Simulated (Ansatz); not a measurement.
BP:
```
BP
1.0
    3.27650     0.00000     0.00000
   -1.63825     2.83753     0.00000
    0.00000     0.00000     7.00477
B P
3 3
Cartesian
 -0.81912   1.41876   2.33492
  0.81912   1.41876   4.66984
  1.63825   0.00000   0.00000
 -0.81912   1.41876   5.83730
  0.81912   1.41876   1.16746
  1.63825   0.00000   3.50238
```

Relaxed with r²SCAN.

Problem. Map the electron localisation function on the plane through (0.000, 0.500, 0.333) spanned by u = [1, 0, 0] and v = [0, 0, 1] in lattice vectors, from r²SCAN (plane waves, PAW; program Ansatz).

Solution. x is the fraction of u, y of v (the angle between them is 90°; rows are the nearest grid lines); atoms in the plane: B at (0.00, 0.00), B at (0.50, 0.33), P at (0.00, 0.50), P at (0.50, 0.83).
```
|  :*##*+=+*##*:  |
|:=#@@@@#*#@@@@#=:|
|+*%@@@@*=*@@@@%*+|
|+*#%@%-   -%@%#*+|
|-=*##*.   .*##*=-|
| .:=++=:.:=++=:. |
|  .-+***+***+-.  |
|:::::=++*++=:::::|
|++=-::-----::-=++|
|****=:.   .:=****|
|:-+*+-.   .-+*+-:|
|   +##+-:-+##+   |
|  :#%%#+=+#%%#:  |
|:+%@@@@#+#@@@@%+:|
|*#@@@@%+-+%@@@@#*|
|++##%#-   -#%##++|
|:-=+*+:   :+*+=-:|
|  .:=++===++=:.  |
|  ..-=+***+=-..  |
|--::::-----::::--|
|+==-:.......:-==+|
|++++-:.   .:-++++|
|::=+=-.. ..-=+=::|
|  :*##*+=+*##*:  |
```
Scale: ten equal steps from 0.000 (start of ' ') to 0.940 (end of '@'), in the order ' .:-=+*#%@'; x runs from 0.000 to 1.00, y from 0.000 (bottom) to 1.00 (top).

The density is the valence pseudo-density with augmentation charge, so density and ELF within about 1 Å of a nucleus are not all-electron values.

Space group P6_422. The start of the workflow was typed in or built on a structure type; neither database checked (COD, Materials Project) lists it. It is not the phase usual at ambient conditions (space group No. 216). Symmetry was held in the r²SCAN relaxation; whether a distortion lowers the energy is not shown.

Potentials: the earlier of the program's two PAW sets.
